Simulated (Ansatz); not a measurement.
BCl3 on the (111) surface of TiC, space group Fm-3m (No. 225) (top face towards +c; held atoms: 1, 2, 3, 4, 5, 6, 7, 8, 9, 10, 11, 12), one molecule per 31.9 Å². Starting structure (random tilt, lowest atom Cl over a bridge Ti-Ti site; the molecule's atoms stand last):

```
CELL_PARAMETERS angstrom
6.06863 0.00000 0.00000
-3.03432 5.25559 0.00000
0.00000 0.00000 27.14367
ATOMIC_POSITIONS crystal
C 0.16667 0.33333 0.29473
C 0.16667 0.83333 0.29473
C 0.66667 0.33333 0.29473
C 0.66667 0.83333 0.29473
Ti 0.33333 0.16667 0.34036
Ti 0.33333 0.66667 0.34036
Ti 0.83333 0.16667 0.34036
Ti 0.83333 0.66667 0.34036
C 0.50000 0.50000 0.38600
C 0.50000 0.00000 0.38600
C 0.00000 0.50000 0.38600
C 0.00000 0.00000 0.38600
Ti 0.66667 0.33333 0.43098
Ti 0.66667 0.83333 0.43098
Ti 0.16667 0.33333 0.43098
Ti 0.16667 0.83333 0.43098
C 0.83333 0.66667 0.48052
C 0.83333 0.16667 0.48052
C 0.33333 0.66667 0.48052
C 0.33333 0.16667 0.48052
Ti 0.00000 0.50000 0.51919
Ti 0.00000 0.00000 0.51919
Ti 0.50000 0.50000 0.51919
Ti 0.50000 0.00000 0.51919
B 0.38064 0.54153 0.67029
Cl 0.51448 0.64312 0.72881
Cl 0.50000 0.75000 0.62013
Cl 0.12739 0.23144 0.66192
```

All numbers below come from DFT PBE+D3(BJ), scalar-relativistic, plane waves, PAW in Ansatz. Cutoff 420 eV; k points 4×4×1 on the computed 28-atom cell (Γ-centred); Gaussian smearing, width 0.10 eV; no spin polarisation. A dipole correction removes the field between periodic images along c.

E_ads is per molecule, from the clean relaxed slab and the free relaxed molecule; negative means bound; no zero-point or thermal terms, forces under 0.04 eV/Å, and the free molecule is spin-polarised where open-shell. Heights count from the highest slab atom.

(1) What does it relax to?

Each end is the local minimum that its start leads to. The pieces were run without spin polarisation.

## Answers

(1) E_ads = -5.45 eV; the molecule splits into BCl + Cl + Cl. Final structure after 28 steps:

```yaml
crystal:
  lattice:
    - [6.06863, 0.00000, 0.00000]
    - [-3.03432, 5.25559, 0.00000]
    - [0.00000, 0.00000, 27.14367]
  atoms:
    - { symbol: C, position: [0.16667, 0.33333, 0.29473] }
    - { symbol: C, position: [0.16667, 0.83333, 0.29473] }
    - { symbol: C, position: [0.66667, 0.33333, 0.29473] }
    - { symbol: C, position: [0.66667, 0.83333, 0.29473] }
    - { symbol: Ti, position: [0.33333, 0.16667, 0.34036] }
    - { symbol: Ti, position: [0.33333, 0.66667, 0.34036] }
    - { symbol: Ti, position: [0.83333, 0.16667, 0.34036] }
    - { symbol: Ti, position: [0.83333, 0.66667, 0.34036] }
    - { symbol: C, position: [0.50000, 0.50000, 0.38600] }
    - { symbol: C, position: [0.50000, 0.00000, 0.38600] }
    - { symbol: C, position: [0.00000, 0.50000, 0.38600] }
    - { symbol: C, position: [0.00000, 0.00000, 0.38600] }
    - { symbol: Ti, position: [0.66633, 0.33364, 0.43137] }
    - { symbol: Ti, position: [0.66835, 0.83357, 0.43152] }
    - { symbol: Ti, position: [0.16656, 0.33175, 0.43148] }
    - { symbol: Ti, position: [0.16593, 0.83409, 0.43116] }
    - { symbol: C, position: [0.83255, 0.66708, 0.47905] }
    - { symbol: C, position: [0.83411, 0.16689, 0.47918] }
    - { symbol: C, position: [0.33486, 0.66492, 0.48039] }
    - { symbol: C, position: [0.33303, 0.16692, 0.47886] }
    - { symbol: Ti, position: [0.00043, 0.50213, 0.51956] }
    - { symbol: Ti, position: [0.00206, 0.99943, 0.52095] }
    - { symbol: Ti, position: [0.50206, 0.49648, 0.52049] }
    - { symbol: Ti, position: [0.49914, 0.00008, 0.51953] }
    - { symbol: B, position: [0.16552, 0.84462, 0.57862] }
    - { symbol: Cl, position: [0.16622, 0.83980, 0.64266] }
    - { symbol: Cl, position: [0.65944, 0.83988, 0.58411] }
    - { symbol: Cl, position: [0.15656, 0.34226, 0.58436] }
```